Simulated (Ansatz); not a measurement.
Crystals of one structure type (Cu3Au type) and one family of elements, relaxed and computed with plane-wave PAW LDA (Ansatz code).

```csv
crystal,K_Hill (GPa),G_Hill (GPa)
La3In,48.4,24.1
La3Ga,50.0,24.3
Sc3Al,72.3,46.7
YAl3,85.9,70.1
ScAl3,96.6,?
```

Task: Fit a straight line to ln G against ln K and predict the withheld value.

Result: Least squares on the 4 shown rows: ln G = 1.86 × ln K + (-4.068), with a scatter of 3.7 %. For ScAl3 this gives 84.2. The run itself gave 79.2, a miss of 6.3 % of that.

Standing as an ambient phase not checked: La3In, Cu3Au type; La3Ga, Cu3Au type; Sc3Al, Cu3Au type; YAl3, Cu3Au type. All cells were relaxed under the symmetry of their starts (and spin orders); stability against distortions was not tested throughout. Rows with no word on spin ran without spin polarisation. Scalar-relativistic: spin–orbit coupling is off unless named, which matters more the heavier the elements.

Potentials: the later of the program's two PAW sets.
